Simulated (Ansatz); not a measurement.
Ansatz (a quantum-chemistry and plane-wave program) input:

Ansatz 0.2 input:
```yaml
crystal:
  lattice:
    - [0.0, 2.0182322237, 2.0182322237]
    - [2.0182322237, 0.0, 2.0182322237]
    - [2.0182322237, 2.0182322237, 0.0]
  atoms:
    - { symbol: Al, position: [0.0, 0.0, 0.0] }
    - { symbol: N, position: [0.5, 0.5, 0.5] }
kpoints:
  mp_grid: { grid: [9, 9, 9] }
hamiltonian:
  xc: hse06
  pseudopotentials: { azcp: { folder: ./paw }, kind: paw }
scf:
  n_extra_bands: 6
  occupations: { method: fixed }
output:
  eigenvalues: true
  eigenstates:
    e_range: [-9.0, 16.3]
    kpoints:
      - [0.0, 0.0, 0.0]  # VBM
      - [0.0, 0.5, 0.5]  # CBM
      - [0.0, 0.0, 0.0]  # GAMMA
      - [0.5, 0.0, 0.5]  # X
      - [0.5, 0.5, 0.5]  # L
      - [0.5, 0.25, 0.75]  # W
      - [0.375, 0.375, 0.75]  # K
      - [0.625, 0.25, 0.625]  # U
```

Output (shortened):

```
Pseudopotential: Al, paw, valence charge 3
Pseudopotential: N, paw, valence charge 5
Functional definition: HSE06
davidson cushion auto → on  (no smearing: the cushion is to keep the highest requested band from converging to the state above it …
Crystal: 2 atoms, lattice volume = 16.442 Å³
Basis set: ecut = 420 eV, 331 PW (Γ)
Bands: 10, of which v1, the nominal top of the filled ones, is band 4 counted from 1 (3 counted from 0)
Symmetry: 48 space group operations
Space group: Fm-3m (ITA 225), of the structure as read, at distance tolerance 2.5e-5 Å
k-points: 35 of 729
SCF iter   1: F=—  HF=-924.961222 eV  |F-HF|=—  |Δ(HF+E_count)|=         —  Δρ=1.34e-1  dr2=3.33e0  ethr=1.00e-1  ⟨swp⟩=4.7  Hψ=1314  notcnv=0
preconditioner: auto → none
SCF iter   2: F=—  HF=-924.016172 eV  |F-HF|=—  |Δ(HF+E_count)|=   9.45e-1  Δρ=6.34e-2  dr2=3.40e-1  ethr=4.17e-2  ⟨swp⟩=2.7  Hψ=885  notcnv=0
SCF iter   3: F=—  HF=-923.918447 eV  |F-HF|=—  |Δ(HF+E_count)|=   9.77e-2  Δρ=2.17e-2  dr2=3.61e-2  ethr=4.25e-3  ⟨swp⟩=2.0  Hψ=841  notcnv=0
iter 4 solved again at ethr=2.54e-6 eV; its pass at ethr=4.51e-4 eV (dr2=2.03e-4 eV) is discarded
SCF iter   4: F=-923.910688 eV  HF=-923.910842 eV  |F-HF|=1.54e-4  |Δ(HF+E_count)|=   7.60e-3  Δρ=1.39e-3  dr2=2.03e-4  ethr=2.54e-6  ⟨swp⟩=3.0  Hψ=1871  notcnv=0
SCF 1 stopped early in 4 iterations: F = -923.910688 eV  dr2 = 2.03e-4
Crystal: 2 atoms, lattice volume = 16.442 Å³
Exchange kernel: α = 0.2500, screened, ω = 0.2079 Å⁻¹, Wigner–Seitz truncation, v(0) = 1046.8286 eV·Å³, q-mesh 9×9×9, nearest image of the exchange supercell L …
Frozen-core exchange: fock
SCF iter   1: F=—  HF=-924.428708 eV  |F-HF|=—  |Δ(HF+E_count)|=         —  Δρ=6.12e-3  dr2=3.28e-3  ethr=2.54e-5  ⟨swp⟩=4.7  Hψ=1547  notcnv=0
preconditioner: auto → none
SCF iter   2: F=—  HF=-924.427281 eV  |F-HF|=—  |Δ(HF+E_count)|=   1.43e-3  Δρ=7.26e-4  dr2=2.47e-4  ethr=2.54e-5  ⟨swp⟩=2.0  Hψ=841  notcnv=0
SCF iter   3: F=—  HF=-924.429535 eV  |F-HF|=—  |Δ(HF+E_count)|=   2.25e-3  Δρ=8.70e-4  dr2=5.70e-5  ethr=4.21e-7  ⟨swp⟩=4.0  Hψ=1310  notcnv=0
SCF iter   4: F=-924.429513 eV  HF=-924.429513 eV  |F-HF|=9.29e-8  |Δ(HF+E_count)|=   2.20e-5  Δρ=9.53e-5  dr2=1.75e-6  ethr=4.21e-7  ⟨swp⟩=3.0  Hψ=938  notcnv=0
SCF 2 stopped early in 4 iterations: F = -924.429513 eV  dr2 = 1.75e-6
hybrid outer 1: dexx = +2.452e-3 eV, tail = 6.45e-6 eV
Crystal: 2 atoms, lattice volume = 16.442 Å³
Exchange kernel: α = 0.2500, screened, ω = 0.2079 Å⁻¹, Wigner–Seitz truncation, v(0) = 1046.8286 eV·Å³, q-mesh 9×9×9, nearest image of the exchange supercell L …
Frozen-core exchange: fock
SCF iter   1: F=—  HF=-924.429522 eV  |F-HF|=—  |Δ(HF+E_count)|=         —  Δρ=3.47e-5  dr2=6.36e-8  ethr=4.03e-7  ⟨swp⟩=2.1  Hψ=848  notcnv=0
preconditioner: auto → none
iter 2 solved again at ethr=5.38e-11 eV; its pass at ethr=6.89e-10 eV (dr2=4.31e-9 eV) is discarded
SCF iter   2: F=-924.429522 eV  HF=-924.429522 eV  |F-HF|=9.88e-10  |Δ(HF+E_count)|=   1.04e-8  Δρ=8.40e-6  dr2=1.40e-8  ethr=5.38e-11  ⟨swp⟩=2.0  Hψ=2067  notcnv=0
SCF 3 converged in 2 iterations: F = -924.429522 eV  dr2 = 1.40e-8
hybrid outer 2: dexx = +8.327e-8 eV, tail = 3.25e-8 eV, Δε = 7.49e-4 eV (about 7.04e-5 eV left of the loop's levels)
NSCF: frozen V_eff on 8 k-points
hybrid SCF converged: 2 outer / 6 inner (+4 warm-up), last move |dexx| = 8.33e-8 eV, tail = 3.25e-8 eV
Stability not checked (fock_operator)
Free energy (F): -924.429522 eV
Frozen-core exchange: fock
Harris-Foulkes:  -924.429522 eV  (|F-HF|=9.88e-10)
Internal energy: -924.429522 eV  (E = F + TS)
E sigma→0 (E₀):  -924.429522 eV
Fermi energy:    10.437127 eV
--- Per-component energies (eV) ---
  E_band       = 27.673139
  E_kinetic    = 160.926539
  E_local      = -154.631122  (includes V_loc(G=0)·N_el)
  E_nonlocal   = 42.344491
  E_hartree    = 61.820124
  E_xc         = -81.569504
  E_vxc        = -87.780250  (∫ρ·V_xc dr)
  E_exx        = -18.218872  (= α·E_x^exact, valence–valence)
  E_paw        = -598.670567  (= ΣΔE_a)
  E_vpaw       = -20.389859  (= ΣTr[D̂ρ^β])
  E_aug_tail   = 0.000826  (compensation charges beyond the density's cutoff)
  E_ewald      = -336.364442
  E_core_change = -0.066995  (= ΣΔE_core)
  E_smearing   =  0.000000  (= −TS)
  E_closure    =  0.000000  (closes the sum)
  Σ components = -924.429522   (vs F -924.429522, Δ=0.00e0)
  [band-id]    e_kinetic+e_local+e_nonlocal+2·e_hartree+e_vxc+2·e_exx+e_vpaw+e_augmentation_tail = 27.673128   (vs E_band 27.673139, Δ=-1.12e-5)
--- Band table (eV; the first three rows and the last of 35) ---
  k-point 0: bands = ["-8.7891", "10.4371", "10.4371", "10.4371", "17.7194", "24.1080", "24.1080", "24.1080", "29.4561", "29.9117"]
  k-point 1: bands = ["-8.5184", "9.1324", "10.2723", "10.2723", "18.4778", "23.1134", "24.5015", "24.5015", "28.3097", "28.3097"]
  k-point 2: bands = ["-7.7385", "6.4513", "9.8898", "9.8898", "18.9544", "23.0883", "24.6273", "24.6273", "28.0242", "28.0242"]
  k-point 34: bands = ["-4.2387", "3.7497", "4.7351", "6.6399", "20.1345", "22.0410", "23.1187", "25.3765", "31.2629", "32.1568"]
```

Cost: roughly 40 core-seconds on shared cores.

The points marked VBM and CBM come from a semilocal run.

This is a known high-pressure phase of the composition, computed here at zero pressure and temperature. The cell was relaxed with r²SCAN under the symmetry of its start; whether a distortion lowers the energy is not shown. The volume moved by -17 % from the start of the relaxation.

Potentials: the earlier of the program's two PAW sets.

Ansatz is a plane-wave DFT program.
